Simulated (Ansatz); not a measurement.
Input file for Ansatz (a first-principles code):

Ansatz 0.2 input:
```yaml
crystal:
  lattice:
    - [0.0, 2.8258476739, 2.8258476739]
    - [2.8258476739, 0.0, 2.8258476739]
    - [2.8258476739, 2.8258476739, 0.0]
  atoms:
    - { symbol: As, position: [0.0, 0.0, 0.0] }
    - { symbol: In, position: [0.5, 0.5, 0.5] }
kpoints:
  mp_grid: { grid: [13, 13, 13] }
hamiltonian:
  xc: pbesol
  pseudopotentials: { kind: paw }
scf:
  occupations: { method: fermi_dirac, width: 0.1 }
phonons:
  method: dfpt
  response_accuracy: low
  eigenvectors: true
  rigid_motions: translations
```

Output (shortened):

```
Pseudopotential: As, paw, valence charge 15
Pseudopotential: In, paw, valence charge 13
Functional definition: PBEsol
Crystal: 2 atoms, lattice volume = 45.131 Å³
Basis set: ecut = 420 eV, 893 PW (Γ), exchange–correlation on 54×54×54 points (8 copies of the dense FFT grid, shifted against one another)
Bands: 18, of which v1, the nominal top of the filled ones, is band 14 counted from 1 (13 counted from 0)
Symmetry: 48 space group operations
k-points: 196 of 2197 (irreducible under 8 space group operations, time reversal used)
SCF iter   1: F=—  HF=-10338.576165 eV  |F-HF|=—  |Δ(HF+E_count)|=         —  Δρ=4.81e-3  dr2=1.51e-2  ethr=1.77e-3  ⟨swp⟩=5.3  Hψ=16645  notcnv=0
preconditioner: auto → Kerker (q_TF=auto, 2.520 Å⁻¹)
SCF iter   2: F=—  HF=-10338.571454 eV  |F-HF|=—  |Δ(HF+E_count)|=   4.71e-3  Δρ=2.85e-3  dr2=5.23e-3  ethr=5.38e-5  ⟨swp⟩=1.0  Hψ=5101  notcnv=0
SCF iter   3: F=—  HF=-10338.570052 eV  |F-HF|=—  |Δ(HF+E_count)|=   1.40e-3  Δρ=8.27e-4  dr2=4.63e-4  ethr=1.87e-5  ⟨swp⟩=2.9  Hψ=6363  notcnv=0
SCF iter   4: F=—  HF=-10338.569914 eV  |F-HF|=—  |Δ(HF+E_count)|=   1.39e-4  Δρ=4.29e-4  dr2=6.16e-5  ethr=1.65e-6  ⟨swp⟩=2.0  Hψ=6290  notcnv=0
SCF iter   5: F=—  HF=-10338.569925 eV  |F-HF|=—  |Δ(HF+E_count)|=   1.10e-5  Δρ=1.47e-4  dr2=9.55e-6  ethr=2.20e-7  ⟨swp⟩=2.1  Hψ=5150  notcnv=0
SCF iter   6: F=—  HF=-10338.569926 eV  |F-HF|=—  |Δ(HF+E_count)|=   1.13e-6  Δρ=9.99e-5  dr2=2.65e-6  ethr=3.41e-8  ⟨swp⟩=2.0  Hψ=6296  notcnv=0
SCF iter   7: F=—  HF=-10338.569923 eV  |F-HF|=—  |Δ(HF+E_count)|=   3.02e-6  Δρ=2.74e-5  dr2=2.58e-7  ethr=9.46e-9  ⟨swp⟩=2.2  Hψ=5052  notcnv=0
SCF iter   8: F=—  HF=-10338.569923 eV  |F-HF|=—  |Δ(HF+E_count)|=   6.92e-8  Δρ=3.29e-6  dr2=4.04e-9  ethr=9.22e-10  ⟨swp⟩=2.0  Hψ=6141  notcnv=0
SCF iter  10: F=-10338.569923 eV  HF=-10338.569923 eV  |F-HF|=3.64e-12  |Δ(HF+E_count)|=  9.09e-12  Δρ=3.31e-8  dr2=5.23e-13  ethr=1.00e-12  ⟨swp⟩=5.8  Hψ=13946  notcnv=0
SCF 1 converged in 10 iterations: F = -10338.569923 eV  dr2 = 5.23e-13
DFPT response loops at Γ: preconditioner auto → Kerker (q_TF=auto, 2.520 Å⁻¹) (partly filled bands, converged f_vac=0.000) …
SCF converged after 10 iterations
Free energy (F): -10338.569923 eV
Harris-Foulkes:  -10338.569923 eV  (|F-HF|=3.64e-12)
Internal energy: -10338.535839 eV  (E = F + TS)
E sigma→0 (E₀):  -10338.552881 eV
Entropy (-TS):   -0.034084 eV (-17.042 meV/atom)
Fermi energy:    10.473167 eV
--- Per-component energies (eV) ---
  E_band       = -240.208652
  E_kinetic    = 346.533902
  E_local      = -2712.746740  (includes V_loc(G=0)·N_el)
  E_nonlocal   = -300.014268
  E_hartree    = 1338.330727
  E_xc         = -292.521634
  E_vxc        = -179.596803  (∫ρ·V_xc dr)
  E_paw        = -5876.649073  (= ΣΔE_a)
  E_vpaw       = -71.046269  (= ΣTr[D̂ρ^β])
  E_aug_tail   = 0.000033  (compensation charges beyond the density's cutoff)
  E_ewald      = -2842.671117
  E_core_change = 1.202331  (= ΣΔE_core)
  E_smearing   = -0.034084  (= −TS)
  E_closure    =  0.000000  (closes the sum)
  Σ components = -10338.569923   (vs F -10338.569923, Δ=0.00e0)
  [band-id]    e_kinetic+e_local+e_nonlocal+2·e_hartree+e_vxc+e_vpaw+e_augmentation_tail = -240.208691   (vs E_band -240.208652, Δ=-3.87e-5)
--- Band table (eV; the first three rows and the last of 196) ---
  k-point 0: bands = ["-24.6830", "-24.6830", "-24.6754", "-24.6754", "-24.6754", "-3.8249", "-3.8249", "-3.8013", "-3.8013", "-3.8013", "-2.0018", "10.1474", "10.2653", "10.2653", "10.2653", "17.7054", "17.7054", "17.7054"]
  k-point 1: bands = ["-24.6830", "-24.6830", "-24.6754", "-24.6753", "-24.6753", "-3.8278", "-3.8278", "-3.8015", "-3.7983", "-3.7983", "-1.9328", "8.9515", "10.2766", "10.2766", "11.3486", "17.0154", "17.4318", "17.4318"]
  k-point 2: bands = ["-24.6829", "-24.6829", "-24.6753", "-24.6752", "-24.6752", "-3.8372", "-3.8372", "-3.8025", "-3.7884", "-3.7884", "-1.7287", "7.6682", "10.3138", "10.3138", "12.2449", "16.2678", "16.5163", "16.5163"]
  k-point 195: bands = ["-24.6832", "-24.6822", "-24.6749", "-24.6746", "-24.6736", "-4.0661", "-3.8374", "-3.7897", "-3.7723", "-3.7073", "0.8421", "5.3738", "6.6708", "6.6855", "12.7311", "14.7321", "16.9885", "17.8423"]
--- Phonons (Γ-DFPT): 2 representative perturbations + reference, on 196 of 2197 k-points (Σ response iterations 5) ---
  ASR residual: 2.301e-4 → 0.000e0 eV/Å²; symmetrization residual: 1.962e-5 eV/Å²
  ASR residual per site (eV/Å²): 2.30e-4 1.59e-4
  Γ frequencies (cm⁻¹): 0.00 0.00 0.00 122.00 122.00 122.00
  non-analytic LO–TO correction: not included (Born effective charges unavailable; polar crystals: no LO–TO splitting at Γ)
```

Cost: around 26 core-seconds (rough) on shared cores.

Space group Fm-3m (rock salt). The cell is a constructed one: a structure type filled with these elements; the Crystallography Open Database copy checked does not list it. It is not the phase usual at ambient conditions (space group No. 216). The PBEsol relaxation kept the symmetry of its start; of distortions, only those at the zone centre were tested. As this level gives no gap, phonon frequencies hold no LO–TO term and depend on the k-mesh and smearing (Fermi–Dirac, 0.1 eV here). Scalar-relativistic: spin–orbit coupling is off unless named, which matters more the heavier the elements.

Potentials: the later of the program's two PAW sets.

Ansatz is a plane-wave DFT program.
